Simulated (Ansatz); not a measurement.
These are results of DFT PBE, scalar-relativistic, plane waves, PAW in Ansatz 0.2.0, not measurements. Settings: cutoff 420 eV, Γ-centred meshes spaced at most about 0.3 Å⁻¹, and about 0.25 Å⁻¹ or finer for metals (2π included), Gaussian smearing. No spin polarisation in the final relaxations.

All energies are static (0 K, no zero-point motion). All come from trial cells, and lower structures may exist.

Question: Order these relaxed structures of Hf₅F by energy, lowest first, with the energy over the lowest of them.
1.

Space group P6/mmm (No. 191). a = 5.097 Å, b = 5.097 Å, c = 5.641 Å, α = 90.00°, β = 90.00°, γ = 120.00°
```
atom  site  symmetry       x       y       z
  Hf    4h       3m. 0.3333  0.6667  0.7575
  Hf    1a     6/mmm  0.0000  0.0000  0.0000
   F    1b     6/mmm  0.0000  0.0000  0.5000
```

2.

Space group P4/mmm (No. 123). a = 3.118 Å, b = 3.118 Å, c = 12.558 Å, α = 90.00°, β = 90.00°, γ = 90.00°
| atom | site | symmetry | x | y | z |
| --- | --- | --- | --- | --- | --- |
| Hf | 2h | 4mm | 0.5000 | 0.5000 | 0.3136 |
| Hf | 2g | 4mm | 0.0000 | 0.0000 | 0.1435 |
| Hf | 1b | 4/mmm | 0.0000 | 0.0000 | 0.5000 |
| F | 1c | 4/mmm | 0.5000 | 0.5000 | 0.0000 |

3.

Space group P-6m2 (No. 187). a = 3.180 Å, b = 3.180 Å, c = 13.759 Å, α = 90.00°, β = 90.00°, γ = 120.00°
```csv
atom,site,symmetry,x,y,z
Hf,2i,3m.,0.6667,0.3333,0.8649
Hf,2g,3m.,0.0000,0.0000,0.6887
Hf,1f,-6m2,0.6667,0.3333,0.5000
F,1a,-6m2,0.0000,0.0000,0.0000
```

Answer: 3 (0 meV/atom), 2 (121 meV/atom), 1 (743 meV/atom). Forms: 3 P-6m2; 2 P4/mmm; 1 P6/mmm. Counting Hf atoms around F (those within 1.25 times the shortest such distance or 1.15 times the sum of covalent radii, 1.27 where that leaves under three; a plus sign parts nearer from farther groups; the shortest distance is added where it exceeds 1.18 times the sum of covalent radii): cell 3 has F 6; cell 2 has F 8 from 2.8 Å; cell 1 has F 2+12 from 2.8 Å.

These runs have no spin–orbit coupling, which can matter for Hf. A magnetic state wasn't ruled out in cells without spin, among them P-6m2, P4/mmm, P6/mmm. Cells relaxed within their symmetry can be saddle points. Some types were kept out of the candidates beforehand, so the set may lack a known form.
